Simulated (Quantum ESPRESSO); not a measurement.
# Si3N4: one run as intended and one with a planted mistake

Simulated, not a measurement. The program is pw.x of Quantum ESPRESSO 7.5 (plane-wave density functional theory). The cell is made up: 7 atoms on a zincblende/diamond lattice with one site empty, with randomly drawn elements, strain and displacements, not relaxed. PseudoDojo standard norm-conserving files (v0.5 for PBE, v0.4.1 for LDA and PBEsol) set the functional; there is no spin polarisation, spin-orbit coupling or dispersion term, and the masses in the input are unused placeholders.

Intended input:

```
&control calculation='scf', pseudo_dir='./dojo.nc.sr.pbe.v0_5.standard.upf', outdir='./o', disk_io='medium', tprnfor=.true., tstress=.true. /
&system ibrav=0, nat=7, ntyp=2, nbnd=22, ecutwfc=84.00895049, nosym=.true., tot_charge=0,
 occupations='smearing', smearing='fd', degauss=0.0018374661
/
&electrons conv_thr=7.350e-09, electron_maxstep=60, /
ATOMIC_SPECIES
N 1.0 N.upf
Si 1.0 Si.upf
CELL_PARAMETERS angstrom
4.1864 0.0569 0.0453
0.0569 4.248 0.0673
0.0453 0.0673 4.1882
ATOMIC_POSITIONS angstrom
Si -0.0157 -0.028 -0.0355
Si 0.0827 2.1653 2.1201
Si 2.137 2.1492 0.0344
N 1.0742 1.1208 1.0729
N 1.1479 3.2204 3.1972
N 3.1629 1.1358 3.2124
N 3.174 3.2353 1.1258
K_POINTS automatic
4 4 4 1 1 1
```

The log is shortened where brackets say so; the opening notice, blank lines, dates and the lines on written files are dropped, and the path of the files is cut. It prints rydbergs, bohrs and kilobars, and counts compression as positive stress.

Log of the intended run:

```
     Program PWSCF v.7.5
     Parallel version (MPI & OpenMP), running on       1 processor cores
     Number of MPI processes:                 1
     Threads/MPI process:                     1
     [start-up lines left out]
     bravais-lattice index     =            0
     lattice parameter (alat)  =       7.9123  a.u.
     unit-cell volume          =     502.3550 (a.u.)^3
     number of atoms/cell      =            7
     number of atomic types    =            2
     number of electrons       =        32.00
     number of Kohn-Sham states=           22
     kinetic-energy cutoff     =      84.0090  Ry
     charge density cutoff     =     336.0358  Ry
     scf convergence threshold =      7.3E-09
     mixing beta               =       0.7000
     number of iterations used =            8  plain     mixing
     Exchange-correlation= PBE
                           (   1   4   3   4   0   0   0)
     [axes and pseudopotential details left out]
   Cartesian axes
     site n.     atom                  positions (alat units)
         1        Si     tau(   1) = (  -0.0037497  -0.0066873  -0.0084786  )
         2        Si     tau(   2) = (   0.0197515   0.5171444   0.5063492  )
         3        Si     tau(   3) = (   0.5103854   0.5132992   0.0082158  )
         4        N      tau(   4) = (   0.2565541   0.2676837   0.2562436  )
         5        N      tau(   5) = (   0.2741560   0.7691368   0.7635958  )
         6        N      tau(   6) = (   0.7554039   0.2712662   0.7672261  )
         7        N      tau(   7) = (   0.7580549   0.7726954   0.2688778  )
     number of k points=    32  Fermi-Dirac smearing, width (Ry)=  0.0018
                       cart. coord. in units 2pi/alat
        k(    1) = (   0.1220756   0.1196424   0.1217222), wk =   0.0625000
        k(    2) = (   0.1194235   0.1157169   0.3717442), wk =   0.0625000
     [further k points left out]
     Dense  grid:    52241 G-vectors     FFT dimensions: (  48,  48,  48)
     Estimated max dynamical RAM per process >      53.51 MB
     Initial potential from superposition of free atoms
     starting charge      31.9981, renormalised to      32.0000
     Starting wfcs are   28 randomized atomic wfcs
     total cpu time spent up to now is        4.1 secs
     per-process dynamical memory:    43.7 Mb
     Self-consistent Calculation
     iteration #  1     ecut=    84.01 Ry     beta= 0.70
     Davidson diagonalization with overlap
     ethr =  1.00E-02,  avg # of iterations =  3.2
     total cpu time spent up to now is       11.2 secs
     total energy              =    -107.98769584 Ry
     estimated scf accuracy    <       1.81947722 Ry
     iteration #  2     ecut=    84.01 Ry     beta= 0.70
     Davidson diagonalization with overlap
     ethr =  5.69E-03,  avg # of iterations =  2.0
     total cpu time spent up to now is       16.6 secs
     total energy              =    -108.54062621 Ry
     estimated scf accuracy    <       1.29725345 Ry
     [iterations 3 to 10 left out]
     iteration # 11     ecut=    84.01 Ry     beta= 0.70
     Davidson diagonalization with overlap
     ethr =  4.44E-10,  avg # of iterations =  2.0
     total cpu time spent up to now is       80.1 secs
     total energy              =    -108.75635070 Ry
     estimated scf accuracy    <       0.00000004 Ry
     iteration # 12     ecut=    84.01 Ry     beta= 0.70
     Davidson diagonalization with overlap
     ethr =  1.17E-10,  avg # of iterations =  2.0
     total cpu time spent up to now is       86.9 secs
     End of self-consistent calculation
     [lines on levels left out]
!    total energy              =    -108.75635070 Ry
     estimated scf accuracy    <          9.2E-10 Ry
     smearing contrib. (-TS)   =      -0.00000000 Ry
     internal energy E=F+TS    =    -108.75635070 Ry
     The total energy is F=E-TS. E is the sum of the following terms:
     one-electron contribution =      -1.74729150 Ry
     hartree contribution      =      20.95677782 Ry
     xc contribution           =     -34.11311697 Ry
     ewald contribution        =     -93.85272005 Ry
     convergence has been achieved in  12 iterations
     Forces acting on atoms (cartesian axes, Ry/au):
     atom    1 type  2   force =     0.01671324    0.01658615    0.03614514
     atom    2 type  2   force =    -0.02018243   -0.01365990    0.00007271
     atom    3 type  2   force =    -0.00316650   -0.00943276    0.03938355
     atom    4 type  1   force =    -0.04277925    0.00780790   -0.05234502
     atom    5 type  1   force =    -0.06683504   -0.01907003    0.01619081
     atom    6 type  1   force =     0.06991210    0.05658153    0.00661390
     atom    7 type  1   force =     0.04633789   -0.03881289   -0.04606108
     Total force =     0.166544     Total SCF correction =     0.000032
     Computing stress (Cartesian axis) and pressure
          total   stress  (Ry/bohr**3)                   (kbar)     P=     -148.42
  -0.00102564  -0.00050835  -0.00026384         -150.88      -74.78      -38.81
  -0.00050835  -0.00107489  -0.00043536          -74.78     -158.12      -64.04
  -0.00026384  -0.00043536  -0.00092636          -38.81      -64.04     -136.27
     init_run     :      3.95s CPU      4.06s WALL (       1 calls)
     electrons    :     76.83s CPU     82.82s WALL (       1 calls)
     forces       :      0.88s CPU      0.91s WALL (       1 calls)
     stress       :      3.28s CPU      3.32s WALL (       1 calls)
     [timing details left out]
     PWSCF        :   1m25.02s CPU   1m31.24s WALL
     JOB DONE.
```

A second run has one planted mistake: the k-point mesh is too coarse. The input lines that differ, file-writing options aside:

```
- 4 4 4 1 1 1
+ 1 1 1 1 1 1
```

Its log:

```
     Program PWSCF v.7.5
     Parallel version (MPI & OpenMP), running on       1 processor cores
     Number of MPI processes:                 1
     Threads/MPI process:                     1
     [start-up lines left out]
     bravais-lattice index     =            0
     lattice parameter (alat)  =       7.9123  a.u.
     unit-cell volume          =     502.3550 (a.u.)^3
     number of atoms/cell      =            7
     number of atomic types    =            2
     number of electrons       =        32.00
     number of Kohn-Sham states=           22
     kinetic-energy cutoff     =      84.0090  Ry
     charge density cutoff     =     336.0358  Ry
     scf convergence threshold =      7.3E-09
     mixing beta               =       0.7000
     number of iterations used =            8  plain     mixing
     Exchange-correlation= PBE
                           (   1   4   3   4   0   0   0)
     [axes and pseudopotential details left out]
   Cartesian axes
     site n.     atom                  positions (alat units)
         1        Si     tau(   1) = (  -0.0037497  -0.0066873  -0.0084786  )
         2        Si     tau(   2) = (   0.0197515   0.5171444   0.5063492  )
         3        Si     tau(   3) = (   0.5103854   0.5132992   0.0082158  )
         4        N      tau(   4) = (   0.2565541   0.2676837   0.2562436  )
         5        N      tau(   5) = (   0.2741560   0.7691368   0.7635958  )
         6        N      tau(   6) = (   0.7554039   0.2712662   0.7672261  )
         7        N      tau(   7) = (   0.7580549   0.7726954   0.2688778  )
     number of k points=     1  Fermi-Dirac smearing, width (Ry)=  0.0018
                       cart. coord. in units 2pi/alat
        k(    1) = (  -0.4883024  -0.4785696  -0.4868889), wk =   2.0000000
     Dense  grid:    52241 G-vectors     FFT dimensions: (  48,  48,  48)
     Estimated max dynamical RAM per process >      53.51 MB
     Initial potential from superposition of free atoms
     starting charge      31.9981, renormalised to      32.0000
     Starting wfcs are   28 randomized atomic wfcs
     total cpu time spent up to now is        1.2 secs
     per-process dynamical memory:    38.4 Mb
     Self-consistent Calculation
     iteration #  1     ecut=    84.01 Ry     beta= 0.70
     Davidson diagonalization with overlap
     ethr =  1.00E-02,  avg # of iterations =  3.0
     total cpu time spent up to now is        1.4 secs
     total energy              =    -107.39438353 Ry
     estimated scf accuracy    <       2.35643765 Ry
     iteration #  2     ecut=    84.01 Ry     beta= 0.70
     Davidson diagonalization with overlap
     ethr =  7.36E-03,  avg # of iterations =  2.0
     total cpu time spent up to now is        1.6 secs
     total energy              =    -108.06369455 Ry
     estimated scf accuracy    <       1.48433123 Ry
     [iterations 3 to 10 left out]
     iteration # 11     ecut=    84.01 Ry     beta= 0.70
     Davidson diagonalization with overlap
     ethr =  3.23E-10,  avg # of iterations =  4.0
     total cpu time spent up to now is        3.6 secs
     total energy              =    -108.34752175 Ry
     estimated scf accuracy    <       0.00000001 Ry
     iteration # 12     ecut=    84.01 Ry     beta= 0.70
     Davidson diagonalization with overlap
     ethr =  3.83E-11,  avg # of iterations =  2.0
     total cpu time spent up to now is        3.8 secs
     End of self-consistent calculation
     [lines on levels left out]
!    total energy              =    -108.34752175 Ry
     estimated scf accuracy    <          2.9E-09 Ry
     smearing contrib. (-TS)   =       0.00000000 Ry
     internal energy E=F+TS    =    -108.34752175 Ry
     The total energy is F=E-TS. E is the sum of the following terms:
     one-electron contribution =      -2.14400004 Ry
     hartree contribution      =      22.06615002 Ry
     xc contribution           =     -34.41695168 Ry
     ewald contribution        =     -93.85272005 Ry
     convergence has been achieved in  12 iterations
     Forces acting on atoms (cartesian axes, Ry/au):
     atom    1 type  2   force =     0.00999102    0.01773083    0.03522676
     atom    2 type  2   force =    -0.02142257   -0.01732995   -0.00561936
     atom    3 type  2   force =    -0.00656740   -0.01330006    0.03687034
     atom    4 type  1   force =    -0.08634107    0.05876891   -0.09052265
     atom    5 type  1   force =    -0.10963051   -0.06184726    0.06082653
     atom    6 type  1   force =     0.11558022    0.09396563    0.05550696
     atom    7 type  1   force =     0.09839031   -0.07798810   -0.09228857
     Total force =     0.303680     Total SCF correction =     0.000048
     Computing stress (Cartesian axis) and pressure
          total   stress  (Ry/bohr**3)                   (kbar)     P=     -136.70
  -0.00098438  -0.00051503  -0.00031206         -144.81      -75.76      -45.91
  -0.00051503  -0.00091823  -0.00050175          -75.76     -135.08      -73.81
  -0.00031206  -0.00050175  -0.00088514          -45.91      -73.81     -130.21
     init_run     :      1.10s CPU      1.14s WALL (       1 calls)
     electrons    :      2.32s CPU      2.56s WALL (       1 calls)
     forces       :      0.09s CPU      0.10s WALL (       1 calls)
     stress       :      0.24s CPU      0.26s WALL (       1 calls)
     [timing details left out]
     PWSCF        :      3.82s CPU      4.13s WALL
     JOB DONE.
```

|  | intended run | run with the mistake |
| --- | --- | --- |
| free energy (eV) | -1479.706 | -1474.143 |
| smearing term -TS (eV) | 0.0000 | 0.0000 |
| pressure (GPa) | -14.84 | -13.67 |
| largest force component (eV/Å) | 1.798 | 2.972 |
| largest change of a force component (eV/Å) |  | 1.338 |
| iterations | 12 | 12 |

For scale, a rerun of the intended cell at 1437 eV and a 6 x 6 x 6 mesh moved values by no more than 0.002 eV in energy, 0.02 GPa in stress and 0.002 eV/Å in force.